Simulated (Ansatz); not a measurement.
In DFT-PBEsol in the program Ansatz with PAW potentials, Co3RhC in the anti-perovskite structure (Pm-3m) relaxes to a = 3.725 Å. Rh has 12 nearest neighbours from 2.63 Å (cuboctahedral); C has 6 nearest neighbours from 1.86 Å (octahedral). Its formation energy from the elements is 0.22 eV/atom, with no fitted shifts.

Electronic character: metallic (no gap). The magnetic state found is ferromagnetic. The net moment is 0.84 μB per atom.

The start of the workflow was typed in or built on a structure type; neither database checked (COD, Materials Project) lists it. Its standing as an ambient phase is unchecked. Symmetry was held in the PBEsol relaxation; its stability against distortions is not shown here. Spin order of the final state: ferromagnetic, chosen from 5 collinear starts compared on coarse meshes (ties went to the first, and starts can fall back to one state), not a proven ground state. Its formation energy is positive at this level, so the cell may be metastable or incomplete. The references are the lowest solids computed at this level, not always the standard phases. Spin–orbit coupling is left out wherever it is not named.

Potentials: the earlier of the program's two PAW sets. The files were generated under PBE; for other functionals the program regenerates the frozen cores, and for LDA and PBEsol the local potential too.
